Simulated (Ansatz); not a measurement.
WS2 (anatase, I4_1/amd) under volume change, PBE in the plane-wave PAW code Ansatz, shape and atoms relaxed at each volume.

```tsv
V (Å³/atom)	E − E(relaxed) (meV/atom)	P (GPa)
16.156	38.0	8.53
16.689	15.5	5.10
17.221	3.5	2.23
17.754	0.0	0.00
18.287	[?]	[?]
18.819	[?]	[?]
19.352	16.3	-2.26
```

**Question.** What belongs in the gaps?

**Answer.** 
- 18.819, E − E(relaxed) (meV/atom): 8.9
- 18.819, P (GPa): -2.24
- 18.287, E − E(relaxed) (meV/atom): 2.6
- 18.287, P (GPa): -1.44

**Question.** What does a third-order Birch–Murnaghan fit give for V₀, B₀ and B′?

**Answer.** V₀ = 17.78 Å³/atom, B₀ = 53.0 GPa, B′ = 12.3.

The cell is a constructed one: a structure type filled with these elements; neither database checked (COD, Materials Project) lists it. It is not the phase usual at ambient conditions (space group No. 194). Symmetry was held in the PBE relaxation; its stability against distortions is not shown here. No spin polarisation was allowed. Spin–orbit coupling is left out wherever it is not named.

Potentials: the later of the program's two PAW sets.
